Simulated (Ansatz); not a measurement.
BiB:
Space group P-6m2 (No. 187); a = 3.634 Å, b = 3.634 Å, c = 3.344 Å, α = 90.00°, β = 90.00°, γ = 120.00°

```csv
atom,site,symmetry,x,y,z
B,1a,-6m2,0.0000,0.0000,0.0000
Bi,1f,-6m2,0.6667,0.3333,0.5000
```

This is the r²SCAN-relaxed structure.

Q: All from r²SCAN in the plane-wave PAW code Ansatz, unless another level is named. Estimate the electronic character.

A: metallic (no gap).

Q: Predict the formation energy from the elements (no fitted shifts).

A: 1.43 eV/atom.

Q: Next, the density of states at the Fermi level?

A: 0.44 states/eV per atom (mean over ±0.08 eV).

Q: Predict the gap with spin–orbit coupling.

A: none (metallic).

A made-up cell: these elements were put on the sites of a structure type; neither database checked (COD, Materials Project) lists it. Its standing as an ambient phase is unchecked. Symmetry was held in the r²SCAN relaxation. At this level the phase is dynamically unstable (imaginary phonons). The references are the lowest solids computed at this level, not always the standard phases. Spin–orbit coupling is left out wherever it is not named.

Potentials: the later of the program's two PAW sets.
